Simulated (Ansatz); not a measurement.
Crystals of one structure type (rock salt) and one family of elements, relaxed and computed with the program Ansatz at the LDA level (PAW).

```csv
crystal,V (Å³/atom),K_Hill (GPa)
MgO,8.99,172
SrO,16.24,104
BaO,20.06,?
CaS,21.53,67.6
CaSe,24.27,57.3
BaS,30.83,50.9
BaTe,40.46,35.3
```

Fit a straight line to ln K against ln V and predict the withheld value.

Least squares on the 6 shown rows: ln K = -1.06 × ln V + (7.503), with a scatter of 6 %. For BaO this gives 75.5. The run itself gave 85.9, outside the scatter: the line misses something about this case.

All cells were relaxed under the symmetry of their starts (and spin orders); stability against distortions was not tested throughout. Scalar-relativistic: spin–orbit coupling is off unless named, which matters more the heavier the elements.

Potentials: the later of the program's two PAW sets.
